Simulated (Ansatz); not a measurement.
A geometry of Al away from equilibrium: the start of the relaxation of a relaxed Al cell shaken by Gaussian noise of σ = 0.08 Å a coordinate. The numbers are results of PBE (plane waves to 420 eV, PAW, scalar-relativistic; Ansatz, a program for electronic structure), not measurements. Γ-centred k-mesh 7×7×7 on the run's cell (coarser than for final values), Fermi–Dirac smearing 0.05 eV.

```xyz
8
Lattice="5.1363 0.0000 0.0000 0.0000 5.1363 0.0000 0.0000 0.0000 5.1363" Properties=species:S:1:pos:R:3 pbc="T T T"
Al     1.3681     0.0029     2.6571
Al     3.7193    -0.0138     2.5713
Al    -0.1119     2.5811     1.2943
Al     0.0266     2.5959     3.9341
Al     2.5200     1.2049    -0.0204
Al     2.5400     3.8840     0.0278
Al    -0.0556     0.1629    -0.0752
Al     2.6986     2.5433     2.5412
```

Question: What forces act on the atoms (eV/Å)?

Answer: 
```tsv
atom	Fx	Fy	Fz
Al1	-2.11	-0.05	-0.22
Al2	2.20	-0.04	-0.19
Al3	0.51	0.20	0.49
Al4	0.21	0.36	-0.78
Al5	-0.02	1.14	0.04
Al6	-0.03	-0.97	-0.03
Al7	0.08	-0.76	0.43
Al8	-0.84	0.12	0.26
```

Question: What is the pressure?

Answer: +1.5 GPa, compression positive.

No spin polarisation in the result.

The end of the path is a generated cell of Al: the first start was made by placing the elements on the sites of a structure type, and the end was not matched to a known phase here, so it may be hypothetical. Known forms of Al include space group No. 225.
